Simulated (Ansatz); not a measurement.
YMg₃:
Space group Fm-3m (No. 225); a = 7.314 Å, b = 7.314 Å, c = 7.314 Å, α = 90.00°, β = 90.00°, γ = 90.00°

```json
[
 {"atom": "Y", "site": "4a", "symmetry": "m-3m", "x": "0.0000", "y": "0.0000", "z": "0.0000"},
 {"atom": "Mg", "site": "8c", "symmetry": "-43m", "x": "0.2500", "y": "0.2500", "z": "0.2500"},
 {"atom": "Mg", "site": "4b", "symmetry": "m-3m", "x": "0.5000", "y": "0.5000", "z": "0.5000"}
]
```
(The calculation used a cell of 4 atoms; values per cell refer to that cell.)

Relaxed with r²SCAN.

### Question
Which orbitals make up the states near the Fermi level in the program Ansatz at the r²SCAN level (PAW)?

### Answer
Within 0.5 eV of the Fermi level: Y 4d 57 %, Y 5s 13 %, outside the projected shells 26 %. Projections are on Löwdin-orthogonalised atomic valence shells; empty p or d shells of many metals are not among them.

### Question
Tabulate the density of states.

### Answer
States/eV per cell of 4 atoms, in 0.25 eV bins, energy from the Fermi level.

| E (eV) | total | Y 4d | Mg 3s | Y 5s |
|---|---|---|---|---|
| -6.85 | 0.00 | 0.00 | 0.00 | 0.00 |
| -6.60 | 0.16 | 0.00 | 0.11 | 0.05 |
| -6.35 | 0.32 | 0.00 | 0.21 | 0.10 |
| -6.10 | 0.43 | 0.00 | 0.29 | 0.13 |
| -5.85 | 0.52 | 0.01 | 0.35 | 0.15 |
| -5.60 | 0.60 | 0.01 | 0.41 | 0.17 |
| -5.35 | 0.68 | 0.02 | 0.47 | 0.18 |
| -5.10 | 0.76 | 0.03 | 0.53 | 0.19 |
| -4.85 | 0.85 | 0.04 | 0.59 | 0.19 |
| -4.60 | 1.00 | 0.07 | 0.69 | 0.20 |
| -4.35 | 0.99 | 0.09 | 0.71 | 0.17 |
| -4.10 | 1.15 | 0.14 | 0.80 | 0.17 |
| -3.85 | 1.22 | 0.20 | 0.79 | 0.18 |
| -3.60 | 0.96 | 0.16 | 0.59 | 0.15 |
| -3.35 | 1.58 | 0.27 | 1.05 | 0.16 |
| -3.10 | 1.43 | 0.33 | 0.86 | 0.14 |
| -2.85 | 1.68 | 0.47 | 0.92 | 0.15 |
| -2.60 | 1.66 | 0.56 | 0.82 | 0.11 |
| -2.35 | 1.67 | 0.67 | 0.73 | 0.10 |
| -2.10 | 1.62 | 0.70 | 0.58 | 0.15 |
| -1.85 | 1.56 | 0.68 | 0.45 | 0.20 |
| -1.60 | 1.63 | 0.72 | 0.37 | 0.24 |
| -1.35 | 1.87 | 0.82 | 0.31 | 0.29 |
| -1.10 | 2.61 | 1.19 | 0.26 | 0.31 |
| -0.85 | 4.09 | 2.36 | 0.13 | 0.14 |
| -0.60 | 2.18 | 1.34 | 0.07 | 0.10 |
| -0.35 | 1.31 | 0.69 | 0.06 | 0.14 |
| -0.10 | 1.63 | 0.94 | 0.07 | 0.19 |
| 0.15 | 2.27 | 1.35 | 0.09 | 0.32 |
| 0.40 | 1.28 | 0.71 | 0.05 | 0.21 |
| 0.65 | 1.31 | 0.74 | 0.05 | 0.22 |
| 0.90 | 3.51 | 2.18 | 0.12 | 0.44 |
| 1.15 | 3.19 | 2.01 | 0.12 | 0.39 |
| 1.40 | 2.17 | 1.36 | 0.18 | 0.26 |
| 1.65 | 4.78 | 3.58 | 0.20 | 0.23 |
| 1.90 | 4.88 | 3.43 | 0.24 | 0.06 |
| 2.15 | 4.75 | 2.45 | 0.32 | 0.02 |
| 2.40 | 4.64 | 1.59 | 0.35 | 0.04 |
| 2.65 | 2.24 | 0.50 | 0.31 | 0.04 |
| 2.90 | 1.69 | 0.26 | 0.34 | 0.03 |
| 3.15 | 1.42 | 0.25 | 0.52 | 0.01 |
| 3.40 | 1.31 | 0.30 | 0.69 | 0.02 |
| 3.65 | 1.24 | 0.30 | 0.67 | 0.02 |
| 3.90 | 0.94 | 0.27 | 0.46 | 0.00 |
| 4.15 | 1.43 | 0.36 | 0.64 | 0.02 |
| 4.40 | 1.52 | 0.40 | 0.57 | 0.01 |

The first step of the workflow began from a Materials Project structure, measured or hypothetical; the Crystallography Open Database copy checked does not list it. With Y and Mg taken as one species the cell has the higher symmetry Im-3m, so it may be an ordered model of a mixed-site phase. Its standing as an ambient phase is unchecked. The r²SCAN relaxation kept the symmetry of its start; whether a distortion lowers the energy is not shown. The run is not spin-polarised. Spin–orbit coupling is left out wherever it is not named.

Potentials: the later of the program's two PAW sets.
